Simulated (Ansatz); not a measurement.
PbI₂:
```
CELL_PARAMETERS angstrom
      4.46395     0.00000     0.00000
     -2.23198     3.86589     0.00000
      0.00000     0.00000    13.65014
ATOMIC_POSITIONS crystal
  Pb 0.66667 0.33333 0.49999
  Pb 0.33333 0.66667 0.99999
  I  0.66667 0.33333 0.86331
  I  0.33333 0.66667 0.36331
  I  0.00000 0.00000 0.13670
  I  0.00000 0.00000 0.63670
```

x, y and z are the axes in which the lattice vectors are written.

Give the high-frequency dielectric tensor and the Born effective charge tensors of the independent atoms from DFPT, DFT-LDA in the program Ansatz with PAW potentials.


ε∞:
```
7.32  0.00  0.00
0.00  7.32  0.00
0.00  0.00  5.92
```
Z* of atom 1 (Pb), rows: field, columns: displacement, in e:
```
4.04  0.00  0.00
0.00  4.04  0.00
0.00  0.00  2.01
```
Z* of atom 3 (I), rows: field, columns: displacement, in e:
```
-2.00   0.00   0.00
 0.00  -2.00   0.00
 0.00   0.00  -0.98
```
Z* of atom 5 (I), rows: field, columns: displacement, in e:
```
-2.04   0.00   0.00
 0.00  -2.04   0.00
 0.00   0.00  -1.03
```

Static charges for comparison (Bader): Pb1 +0.84, I3 -0.42, I5 -0.42 e. Born charges measure polarisation by displacement and can exceed these by far.

Space group P6_3mc. The workflow started from a Materials Project entry (that database holds measured and hypothetical structures alike); the Crystallography Open Database files this formula in space group No. 186, but the cells were not matched. It is not the phase usual at ambient conditions (space group No. 164). Symmetry was held in the LDA relaxation; whether a distortion lowers the energy is not shown. A crystal of weakly bound layers computed without a dispersion correction: the cell and the soft elastic constants depend strongly on that. Spin–orbit coupling is left out wherever it is not named.

Potentials: the later of the program's two PAW sets.
